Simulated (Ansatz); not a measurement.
A trial structure of NiRuC₆N₆ was built thus: cyanide-bridged rock-salt net of two metals, 0 guest cations a cell (Fm-3m, No. 225). Its size is a rough estimate.

```
Ni Ru C N
1.0
     0.00000    5.07350    5.07350
     5.07350    0.00000    5.07350
     5.07350    5.07350    0.00000
Ni Ru C N
1 1 6 6
Direct
  0.50000 0.50000 0.50000
  0.00000 0.00000 0.00000
  0.81315 0.18685 0.18685
  0.18685 0.81315 0.18685
  0.18685 0.18685 0.81315
  0.18685 0.81315 0.81315
  0.81315 0.18685 0.81315
  0.81315 0.81315 0.18685
  0.69784 0.30216 0.30216
  0.30216 0.69784 0.30216
  0.30216 0.30216 0.69784
  0.30216 0.69784 0.69784
  0.69784 0.30216 0.69784
  0.69784 0.69784 0.30216
```

Method: DFT PBE, scalar-relativistic, plane waves, PAW in Ansatz 0.2.0. Cutoff 420 eV, Gaussian smearing, Γ-centred meshes. Cell and atoms relax first on a coarse mesh and then on a finer one. In between, the cell is made exact in the group found at 0.06 Å. In metals the finer mesh still leaves noise of several meV/atom or more. The steps can't lower the symmetry of their start. Collinear spin, starting moments Ni 2.0; Ru 1.0 μB.

A guess keeps its type if space group and coordination stay and the shape of the cell changes little (axis ratios within about 15 %, angles within 6°); the volume may change.

Question: Does this structure survive the relaxation?

Answer: It keeps its type. The symmetry stays Fm-3m (No. 225). The volume per atom shrinks by 0.8 %, from 18.7 to 18.5 Å³. The shortest distance stays 1.17 Å (C–N). Counting neighbours within 15 % of an atom's shortest distance, the start has C 1, N 1, Ni 6, Ru 6 and the end C 1, N 1, Ni 6, Ru 6.

The last run used collinear spin, a 6×6×6 mesh for its 14-atom cell and Gaussian smearing of 0.10 eV. The magnetic state reached may not be the lowest. Symmetry constrained the relaxation, so the result can be a saddle point.
